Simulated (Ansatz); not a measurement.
# KP2Ru2: do energies and stresses tell the same story?

These are results of DFT r2SCAN, scalar-relativistic, plane waves, PAW (Ansatz), not measurements.

Plane waves to 500 eV, a k mesh through Γ of 12×12×12 on the computed 5-atom cell and Gaussian smearing (0.10 eV); no spin polarisation.

Relaxed cell: I4/mmm, a = 4.020 Å, b = 4.020 Å, c = 12.500 Å, α = 90.00°, β = 90.00°, γ = 90.00°, 5 atoms in the primitive cell. Whether it is the stable form of this composition wasn't checked.

Energies at zero smearing and pressures from the stress tensor, at volumes with shape and atoms relaxed:
| V (Å³/atom) | E − E(first) (meV/atom) | P (GPa) |
| --- | --- | --- |
| 17.778 | 0.00 | 6.47 |
| 18.384 | -20.58 | 4.53 |
| 18.990 | -34.25 | 2.85 |
| 19.596 | -41.97 | 1.35 |
| 20.203 | -44.40 | -0.01 |
| 20.809 | -42.14 | -1.15 |
| 21.415 | -35.77 | -2.17 |
| 22.223 | -21.78 | -3.30 |

**Question.** Check P = −dE/dV between neighbouring volumes, and get the bulk modulus from the pressures alone.

**Answer.** With 1 eV/Å³ = 160.2 GPa:
```json
{"middle V (Å³/atom)": "18.081", "−ΔE/ΔV (GPa)": "5.441", "mean P (GPa)": "5.500"}
{"middle V (Å³/atom)": "18.687", "−ΔE/ΔV (GPa)": "3.614", "mean P (GPa)": "3.691"}
{"middle V (Å³/atom)": "19.293", "−ΔE/ΔV (GPa)": "2.040", "mean P (GPa)": "2.100"}
{"middle V (Å³/atom)": "19.900", "−ΔE/ΔV (GPa)": "0.643", "mean P (GPa)": "0.671"}
{"middle V (Å³/atom)": "20.506", "−ΔE/ΔV (GPa)": "-0.597", "mean P (GPa)": "-0.579"}
{"middle V (Å³/atom)": "21.112", "−ΔE/ΔV (GPa)": "-1.686", "mean P (GPa)": "-1.656"}
{"middle V (Å³/atom)": "21.819", "−ΔE/ΔV (GPa)": "-2.774", "mean P (GPa)": "-2.734"}
```

The two differ by 0.08 GPa at most. The mean of two end pressures misses the average over a step by about ΔV² P″/12, up to 0.03 GPa here; with that taken off 0.06 GPa remains, from the smearing term (the stress is the derivative of the free energy), the finite cutoff, the mesh or the relaxation's tolerance. Around V = 20.203 Å³/atom, the two neighbours give B = −V ΔP/ΔV = 20.203 × 2.50 / 1.212 = 41.7 GPa, against B0 = 41.0 GPa from the Birch–Murnaghan fit of the energies.

Cost: 9 runs of about 18 core-minutes in all, on Intel Xeon 6975P-C (Granite Rapids) (shared hosts).